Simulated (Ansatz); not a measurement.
Ti at a changed volume: ⁴⁹Ti nuclear quadrupole resonance

Cell: a structure deposited in the COD, relaxed with PBE at fixed cell and then changed (volume scaled by 0.94, ions relaxed).

```xyz
2
Lattice="2.8898 0.0000 0.0000 -1.4449 2.5026 0.0000 0.0000 0.0000 4.5903" Properties=species:S:1:pos:R:3 pbc="T T T"
Ti    0.0000    1.6684    1.1476
Ti    1.4449    0.8342    3.4428
```

Atoms are numbered from 1 in the order listed; like atoms form one site, named after its first atom.

Level of theory: DFT, PBE, plane waves and PAW, scalar-relativistic, 420 eV cutoff, Γ-centred 18×18×10 k-points, Fermi–Dirac smearing 0.05 eV (Ansatz 0.2.0).

⁴⁹Ti: I = 7/2, Q = 247.0 mb (year-2017 value). Static lattice, zero field.

(1) At which frequencies do the ⁴⁹Ti NQR lines lie?

(2) And for 47Ti (I = 5/2, Q = 302.0 mb) on Ti?

Results:

(1) For I = 7/2 and η = 0 the lines are |C_Q|/14 times 1, 2 and 3; η shifts the lowest up most.

```csv
site,atoms,V_zz (10²¹ V/m²),C_Q (MHz),η,line frequencies (MHz)
Ti,"1, 2",2.13,12.7,0.00,"0.909, 1.82, 2.73"
```

(2) C_Q scales with Q to 15.6 MHz, with lines at 2.33, 4.67 MHz.

An axis of threefold or higher order runs through Ti, so V_zz lies along it and η is zero.

The run finds no gap above 0.1 eV (a metal, or nearly one), so the gradients can move by 10 % or more with the k-mesh. At this changed cell the PBE pressure is 6 GPa.

The relaxation (1 step) took 3.2 s of wall time (3.2 s of CPU time) and 0.49 GiB at its peak, on 1 thread of AMD EPYC 9R45 (Zen 5) (x86_64; 16 cores open to the job, memory cap 3.0 GiB, no GPU), a shared host with a load of 0.4 a core.
